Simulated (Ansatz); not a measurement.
**Does relaxation matter for the field gradients of Ag2Te9Pd14?**

Start: an entry of the Crystallography Open Database (COD), atoms as given.

```cif
data_Ag2Te9Pd14
_symmetry_space_group_name_H-M 'I4/m'
_symmetry_Int_Tables_number 87
_cell_length_a 8.9599
_cell_length_b 8.9599
_cell_length_c 11.8220
_cell_angle_alpha 90.000
_cell_angle_beta 90.000
_cell_angle_gamma 90.000
loop_
_atom_site_label
_atom_site_type_symbol
_atom_site_symmetry_multiplicity
_atom_site_Wyckoff_symbol
_atom_site_fract_x
_atom_site_fract_y
_atom_site_fract_z
Ag Ag 4 e 0.0000 0.0000 0.6919
Te3 Te 2 a 0.0000 0.0000 0.0000
Te4 Te 16 i 0.6262 0.1880 0.1480
Pd12 Pd 16 i 0.5718 0.2790 0.3616
Pd20 Pd 8 h 0.2051 0.9068 0.5000
Pd24 Pd 4 c 0.5000 0.0000 0.0000
```

One atom of each set is listed; the run and its k-mesh use a cell of 25 atoms with edges of 8.66, 8.66, 8.66 Å.

Method: Kohn–Sham DFT in Ansatz, PBE, plane waves and PAW, scalar-relativistic, 420 eV cutoff, Γ-centred 5×5×5 k-points, Fermi–Dirac smearing 0.05 eV.

The largest force at the start is 0.23 eV/Å. Relaxing the ions at fixed cell moves them by 0.032 Å at most (atom 14, Pd) and 0.023 Å rms. End positions:

Ag (0.0000, 0.0000, 0.6904)
Te3 (0.0000, 0.0000, 0.0000)
Te4 (0.6246, 0.1898, 0.1486)
Pd12 (0.5731, 0.2761, 0.3628)
Pd20 (0.2039, 0.9060, 0.5000)
Pd24 (0.5000, 0.0000, 0.0000)

| site | moved (Å) | first shell before | first shell after | V_zz before (10²¹ V/m²) | η before |
| --- | --- | --- | --- | --- | --- |
| Ag | 0.017 | 8 Pd at 2.89–3.04 Å, 4 Te at 3.06 Å | 8 Pd at 2.93–3.02 Å, 4 Te at 3.04 Å | -5.45 | 0.00 |
| Te3 | 0.000 | 8 Pd at 2.65 Å | 8 Pd at 2.66 Å | -4.65 | 0.00 |
| Te4 | 0.023 | 6 Pd at 2.68–2.80 Å, 1 Ag at 3.06 Å | 6 Pd at 2.69–2.80 Å, 1 Ag at 3.04 Å | 8.70 | 0.88 |
| Pd12 | 0.032 | 4 Te at 2.65–2.72 Å, 1 Ag at 2.89 Å, 5 Pd at 2.94–3.27 Å | 4 Te at 2.66–2.73 Å, 1 Ag at 2.93 Å, 5 Pd at 2.98–3.24 Å | -5.39 | 0.09 |
| Pd20 | 0.013 | 4 Te at 2.72–2.80 Å, 5 Pd at 2.77–3.07 Å, 2 Ag at 3.04 Å | 4 Te at 2.71–2.80 Å, 5 Pd at 2.78–3.05 Å, 2 Ag at 3.02 Å | -7.34 | 0.18 |
| Pd24 | 0.000 | 4 Te at 2.68 Å, 6 Pd at 2.77–3.06 Å | 4 Te at 2.69 Å, 6 Pd at 2.78–3.03 Å | -8.56 | 0.34 |

**Question.** How do the gradients change?

**Answer.** 

| site | V_zz after | η after | change of V_zz |
| --- | --- | --- | --- |
| Ag | -5.35 | 0.00 | +0.10 |
| Te3 | -4.82 | 0.00 | -0.17 |
| Te4 | 8.70 | 0.88 | 0.00 |
| Pd12 | -5.60 | 0.06 | -0.21 |
| Pd20 | -7.34 | 0.19 | 0.00 |
| Pd24 | -8.47 | 0.32 | +0.09 |

The largest change of V_zz is on Pd12, from -5.39 to -5.60. The whole tensor moves most on Te4, by 0.65 along its most changed direction. In per cent, |V_zz| changes by -2 on Ag, 0 to +4 on Te, -1 to +4 on Pd (all sites that start above 2).

With no gap above 0.1 eV, as in a metal, the gradients converge slowly in k; expect changes of a tenth or more on a denser mesh. Without spin–orbit coupling the gradients at and beside Te can be off by some per cent, at some sites by more. With these PAW files V_zz is typically within 2 to 3 % of all-electron values, but misses above 10 % occur on Pd.
Before: At this cell the PBE pressure is 5 GPa, so with PBE the cell would grow if it were relaxed.
After: At this cell the principal stresses reach 5 GPa in size with PBE, which can matter for small gradients.
